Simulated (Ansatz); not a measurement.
Be:
```
Be
1.0
    0.00000     1.57411     1.57411
    1.57411     0.00000     1.57411
    1.57411     1.57411     0.00000
Be
1
Cartesian
  0.00000   0.00000   0.00000
```

Relaxed with PBEsol. Special points in fractions of this cell's reciprocal vectors: Γ (0.000, 0.000, 0.000); X (0.500, 0.000, 0.500); U (0.625, 0.250, 0.625); K (0.375, 0.375, 0.750); L (0.500, 0.500, 0.500); W (0.500, 0.250, 0.750).

Q: List the band energies nearest the Fermi level at these points for PBEsol (plane waves, PAW; program Ansatz).

A: In eV from the Fermi level; about four levels below and three above (degenerate sets whole), none deeper than 8.9 eV; … stands for higher levels left out; points with the same levels are listed once.

```csv
k,below,above
Γ,–,…
X,-2.80,…
U,-0.96,…
L,-5.44,…
```

Space group Fm-3m (fcc (Cu type)). The start of the workflow was typed in or built on a structure type; neither database checked (COD, Materials Project) lists it. It is not the phase usual at ambient conditions (space group No. 194). Symmetry was held in the PBEsol relaxation; its stability against distortions is not shown here.

Potentials: the later of the program's two PAW sets.
